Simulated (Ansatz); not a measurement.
# Eigenvalues along a path: Gd (hcp type)

```
Gd
1.0
     2.61999    0.00000    0.00000
    -1.31000    2.26898    0.00000
     0.00000    0.00000    4.52576
Gd
2
Direct
  0.33333 0.66667 0.25000
  0.66667 0.33333 0.75000
```

The cell comes from a relaxation on PAW files under the same functional, begun from a prototype that needn't be the stable phase.

Level of theory: DFT with PBE, scalar-relativistic, in Ansatz 0.2.0; a Γ-centred 12×12×7 k mesh, Fermi–Dirac smearing of 0.05 eV, spin-polarised from start moments Gd1 7, Gd2 7 μB. LAPW: all electrons, basis error target 1 meV/atom.

This run: volume at 0.4 of the series' base cell.

The open f shell is treated without a Hubbard term, so these are results of the method, and the state needn't be the lowest. Spin–orbit coupling is left out, which matters for the heavy atoms. The structure type is held throughout; the real material can change phase at far lower pressure.

Path points, in fractions of the reciprocal vectors: Γ (0.000, 0.000, 0.000), M (0.500, 0.000, 0.000), K (0.333, 0.333, 0.000), A (0.000, 0.000, 0.500), L (0.500, 0.000, 0.500), H (0.333, 0.333, 0.500). Levels in eV from the Fermi level, spin up; bands 21 to 50, counted from the lowest band of the run. The gap is zero, the pressure 123.3 GPa.

```
# k(1/Å) point b21 b22 b23 b24 b25 b26 b27 b28 b29 b30 b31 b32 b33 b34 b35 b36 b37 b38 b39 b40 b41 b42 b43 b44 b45 b46 b47 b48 b49 b50
0.000 Γ -26.16 -19.38 -19.38 -19.29 -18.64 -18.64 -4.32 -4.24 -3.92 -3.44 -3.44 -3.23 -3.23 -3.13 -3.13 -3.10 -2.94 -2.86 -2.81 -2.81 -2.56 -2.54 0.68 1.93 1.93 3.35 3.35 6.18 6.18 9.07
0.346 - -25.86 -20.64 -19.80 -19.74 -19.36 -18.80 -4.31 -4.12 -3.98 -3.59 -3.37 -3.36 -3.18 -3.18 -3.18 -3.03 -3.01 -2.93 -2.76 -2.64 -1.83 -1.77 0.76 2.15 3.23 3.24 3.92 4.65 5.15 6.62
0.692 - -25.02 -23.15 -22.16 -20.47 -19.67 -19.24 -4.60 -4.06 -3.92 -3.88 -3.51 -3.35 -3.24 -3.17 -3.14 -3.10 -3.06 -3.04 -2.87 -2.64 -1.93 -0.73 0.39 1.72 2.97 3.47 4.85 6.52 6.86 7.96
1.038 - -25.23 -24.21 -23.85 -21.09 -20.34 -19.69 -5.07 -4.39 -3.95 -3.70 -3.63 -3.47 -3.36 -3.17 -3.10 -3.06 -2.97 -2.88 -2.78 -2.65 -2.62 -1.84 -1.54 2.18 3.16 3.52 5.79 10.89 12.23 12.33
1.385 M -26.02 -25.01 -23.06 -21.32 -20.92 -19.87 -5.31 -4.65 -3.75 -3.73 -3.58 -3.48 -3.47 -3.13 -3.12 -2.92 -2.91 -2.86 -2.84 -2.75 -2.61 -2.38 -2.26 1.68 3.00 4.38 6.25 13.10 13.77 14.03
1.584 - -25.92 -24.91 -22.98 -21.70 -20.97 -20.26 -4.80 -4.77 -3.74 -3.73 -3.62 -3.47 -3.36 -3.14 -2.98 -2.93 -2.88 -2.84 -2.83 -2.78 -2.75 -2.39 -1.56 1.60 3.00 4.50 5.95 12.28 13.16 13.43
1.784 - -25.62 -24.63 -22.73 -22.58 -21.22 -21.11 -5.18 -3.95 -3.73 -3.69 -3.65 -3.44 -3.27 -3.19 -2.94 -2.89 -2.80 -2.80 -2.80 -2.74 -2.39 -2.00 0.01 1.53 2.96 4.88 5.06 10.80 11.20 11.84
1.984 - -25.18 -24.21 -23.53 -22.34 -22.32 -21.40 -5.55 -3.75 -3.72 -3.68 -3.60 -3.40 -3.30 -3.29 -2.92 -2.91 -2.76 -2.76 -2.75 -2.75 -2.39 0.10 1.57 1.69 2.71 3.69 5.63 9.61 9.69 10.73
2.184 K -24.86 -23.96 -23.96 -22.94 -21.85 -21.85 -5.71 -3.73 -3.70 -3.70 -3.46 -3.46 -3.34 -3.34 -2.92 -2.89 -2.75 -2.75 -2.73 -2.73 -2.39 2.00 2.00 2.17 2.17 2.32 6.22 9.32 9.67 9.67
2.584 - -24.80 -24.44 -23.19 -22.57 -21.68 -20.73 -5.08 -3.81 -3.70 -3.70 -3.67 -3.42 -3.24 -3.05 -3.03 -2.99 -2.96 -2.80 -2.79 -2.78 -2.24 -0.06 0.88 1.19 2.88 3.87 4.89 7.27 10.23 11.51
2.983 - -24.67 -23.29 -23.09 -20.85 -20.06 -19.83 -4.12 -4.03 -4.02 -3.78 -3.51 -3.43 -3.33 -3.32 -3.10 -3.04 -3.03 -3.03 -2.84 -2.78 -0.40 -0.27 0.16 0.93 1.83 2.92 4.70 5.76 8.87 11.08
3.383 - -25.77 -20.89 -20.39 -19.61 -19.39 -18.96 -4.27 -4.11 -4.00 -3.63 -3.37 -3.35 -3.20 -3.17 -3.16 -3.11 -2.99 -2.99 -2.78 -2.70 -1.52 -1.36 0.52 2.56 2.70 3.70 3.85 4.12 5.29 6.90
3.783 Γ -26.16 -19.38 -19.38 -19.29 -18.64 -18.64 -4.32 -4.24 -3.92 -3.44 -3.44 -3.23 -3.23 -3.13 -3.13 -3.10 -2.94 -2.86 -2.81 -2.81 -2.56 -2.54 0.68 1.93 1.93 3.35 3.35 6.18 6.18 9.07
3.956 - -25.95 -19.65 -19.36 -19.36 -18.67 -18.67 -4.32 -4.25 -3.89 -3.45 -3.45 -3.26 -3.26 -3.21 -3.10 -3.10 -2.78 -2.78 -2.76 -2.56 -2.54 -2.45 0.61 1.83 1.83 3.18 3.18 6.54 6.54 8.56
4.130 - -25.33 -20.59 -19.28 -19.28 -18.75 -18.75 -4.32 -4.26 -3.82 -3.46 -3.46 -3.35 -3.33 -3.33 -3.00 -3.00 -2.72 -2.72 -2.55 -2.54 -2.44 -1.58 0.65 1.67 1.67 2.77 2.77 7.24 7.47 7.47
4.303 - -24.37 -21.84 -19.16 -19.16 -18.87 -18.87 -4.31 -4.28 -3.72 -3.48 -3.46 -3.46 -3.40 -3.40 -2.88 -2.88 -2.71 -2.71 -2.55 -2.54 -2.03 -1.26 1.64 1.66 1.66 2.28 2.28 5.45 8.69 8.69
4.477 A -23.16 -23.16 -19.02 -19.02 -19.02 -19.02 -4.30 -4.30 -3.60 -3.60 -3.44 -3.44 -3.44 -3.44 -2.78 -2.78 -2.78 -2.78 -2.55 -2.55 -1.58 -1.58 1.87 1.87 1.87 1.87 3.47 3.47 9.90 9.90
4.823 - -23.12 -23.12 -20.05 -20.05 -19.29 -19.29 -4.35 -4.35 -3.51 -3.51 -3.47 -3.47 -3.41 -3.41 -2.93 -2.93 -2.84 -2.84 -2.72 -2.72 -0.50 -0.50 0.86 0.86 3.06 3.06 3.37 3.37 9.50 9.50
5.169 - -23.72 -23.72 -21.36 -21.36 -19.89 -19.89 -4.56 -4.56 -3.67 -3.67 -3.37 -3.37 -3.35 -3.35 -3.07 -3.07 -3.02 -3.02 -2.77 -2.77 -1.40 -1.40 0.20 0.20 5.22 5.22 5.42 5.42 9.36 9.36
5.515 - -25.34 -25.34 -21.27 -21.27 -20.43 -20.43 -4.87 -4.87 -3.96 -3.96 -3.45 -3.45 -3.30 -3.30 -3.05 -3.05 -2.91 -2.91 -2.79 -2.79 -2.43 -2.43 -1.41 -1.41 6.08 6.08 8.32 8.32 12.05 12.05
5.861 L -26.08 -26.08 -21.10 -21.10 -20.64 -20.64 -5.02 -5.02 -4.19 -4.19 -3.49 -3.49 -3.22 -3.22 -3.00 -3.00 -2.90 -2.90 -2.80 -2.80 -2.69 -2.69 -2.10 -2.10 5.96 5.96 8.88 8.88 14.54 14.54
6.061 - -25.98 -25.98 -21.47 -21.47 -20.62 -20.62 -4.75 -4.75 -4.14 -4.14 -3.49 -3.49 -3.33 -3.33 -3.02 -3.02 -2.92 -2.92 -2.80 -2.80 -2.58 -2.58 -1.61 -1.61 4.82 4.82 9.68 9.68 12.51 12.51
6.261 - -25.68 -25.68 -22.38 -22.38 -20.56 -20.56 -4.38 -4.38 -4.01 -4.01 -3.53 -3.53 -3.41 -3.41 -3.13 -3.13 -2.92 -2.92 -2.77 -2.77 -2.19 -2.19 -0.31 -0.31 3.21 3.21 8.93 8.93 11.90 11.90
6.461 - -25.22 -25.22 -23.41 -23.41 -20.48 -20.48 -4.21 -4.21 -3.99 -3.99 -3.63 -3.63 -3.33 -3.33 -3.19 -3.19 -2.94 -2.94 -2.75 -2.75 -1.65 -1.65 0.55 0.55 3.11 3.11 6.87 6.87 11.81 11.81
6.661 H -24.87 -24.87 -23.99 -23.99 -20.45 -20.45 -4.12 -4.12 -4.06 -4.06 -3.65 -3.65 -3.28 -3.28 -3.22 -3.22 -2.96 -2.96 -2.74 -2.74 -1.30 -1.30 0.21 0.21 4.61 4.61 5.34 5.34 11.51 11.51
7.061 - -25.12 -25.12 -22.69 -22.69 -20.61 -20.61 -4.12 -4.12 -3.91 -3.91 -3.58 -3.58 -3.44 -3.44 -3.19 -3.19 -2.93 -2.93 -2.81 -2.81 -1.84 -1.84 1.10 1.10 3.29 3.29 5.18 5.18 12.76 12.76
7.460 - -24.00 -24.00 -21.49 -21.49 -20.43 -20.43 -4.25 -4.25 -3.72 -3.72 -3.42 -3.42 -3.33 -3.33 -3.18 -3.18 -3.09 -3.09 -2.80 -2.80 -1.31 -1.31 1.50 1.50 2.62 2.62 5.22 5.22 11.45 11.45
7.860 - -23.13 -23.13 -20.29 -20.29 -19.41 -19.41 -4.35 -4.35 -3.53 -3.53 -3.45 -3.45 -3.39 -3.39 -2.96 -2.96 -2.88 -2.88 -2.77 -2.77 -0.01 -0.01 0.41 0.41 2.91 2.91 3.81 3.81 9.32 9.32
8.260 A -23.16 -23.16 -19.02 -19.02 -19.02 -19.02 -4.30 -4.30 -3.60 -3.60 -3.44 -3.44 -3.44 -3.44 -2.78 -2.78 -2.78 -2.78 -2.55 -2.55 -1.58 -1.58 1.87 1.87 1.87 1.87 3.47 3.47 9.90 9.90
```
